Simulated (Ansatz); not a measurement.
Data:

Relaxed BN (wurtzite):

```yaml
crystal:
  lattice:
    - [5.10906, 0.00000, 0.00000]
    - [-1.27726, 2.21229, 0.00000]
    - [2.55453, 0.00000, 4.22457]
  atoms:
    - { symbol: B, position: [0.83338, 0.33333, 0.99991] }
    - { symbol: B, position: [0.33338, 0.33333, 0.99991] }
    - { symbol: B, position: [0.91671, 0.66667, 0.49991] }
    - { symbol: B, position: [0.41671, 0.66667, 0.49991] }
    - { symbol: N, position: [0.02069, 0.33333, 0.62529] }
    - { symbol: N, position: [0.52069, 0.33333, 0.62529] }
    - { symbol: N, position: [0.10402, 0.66667, 0.12529] }
    - { symbol: N, position: [0.60402, 0.66667, 0.12529] }
```

The atoms are displaced by Q × the pattern below (from a DFPT mode at L = (0.5, 0.0, 0.5), largest move 1; Q in Å), at fixed cell. It is one choice among 2 degenerate patterns. (q is in reciprocal vectors of the primitive cell; the cell shown is doubled to hold the pattern.)

```
atom       x       y       z
----  ------  ------  ------
B1     0.061   0.035  -0.343
B2    -0.061  -0.035   0.343
B3    -0.583  -0.337   0.740
B4     0.583   0.337  -0.740
N5    -0.429  -0.248   0.448
N6     0.429   0.248  -0.448
N7    -0.244  -0.141  -0.569
N8     0.244   0.141   0.569
```

Method: PBE (plane waves to 420 eV, PAW, scalar-relativistic; Ansatz, a program for electronic structure). k mesh 15×15×15 (Γ-centred), Fermi-Dirac smearing 0.05 eV. Energies are smeared free energies. BN was relaxed with its symmetry unable to fall. ΔE is measured from the undisplaced structure.

The scan covers Q from -0.280 to 0.280 Å in 13 points.

Problem. Is this a single well or a double well?

Solution. A single well with its minimum at or next to zero displacement.

Problem. Which space group does the distorted structure have?

Solution. Cm (No. 8), lowered from P6_3mc.

Problem. What is the energy change at Q = 0.280 Å?

Solution. 6765 meV/cell.

Problem. What harmonic wavenumber does the curvature at Q = 0 give?

Solution. 884 cm⁻¹.

(A displaced cell: forces are minus the slopes of the energy, force constants its curvatures, and phonons follow from these.)
